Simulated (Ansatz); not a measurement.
Given:

SrO:
```
SrO
1.0
    4.18905     0.00000     0.00000
   -2.09452     3.62782     0.00000
    0.00000     0.00000     5.04930
Sr O
2 2
Direct
  0.33333   0.66667   0.75000
  0.66667   0.33333   0.25000
  0.33333   0.66667   0.25000
  0.66667   0.33333   0.75000
```

This is the LDA-relaxed structure. x, y and z are the axes in which the lattice vectors are written.

Task: All from LDA in the plane-wave PAW code Ansatz, unless another level is named. Give the zero-point energy.

Result: 44.3 meV/atom.

Task: Predict the Poisson's ratio.

Result: 0.36.

Task: Next, the vibrational entropy at 300 K?

Result: 26.7 J/(K·mol of atoms).

Task: Next, the highest zone-centre frequency (without LO–TO term)?

Result: 333 cm^-1.

Task: And the elastic constants (relaxed ions, GPa)?

Result: C11 = 108, C12 = 89.3, C13 = 43.5, C33 = 184, C44 = 44.8.

Space group P6_3/mmc. The workflow started from a Materials Project entry (that database holds measured and hypothetical structures alike); the Crystallography Open Database copy checked does not list it. It is not the phase usual at ambient conditions (space group No. 225). The cell was relaxed with LDA under the symmetry of its start; its stability against distortions is not shown here.

Potentials: the later of the program's two PAW sets.
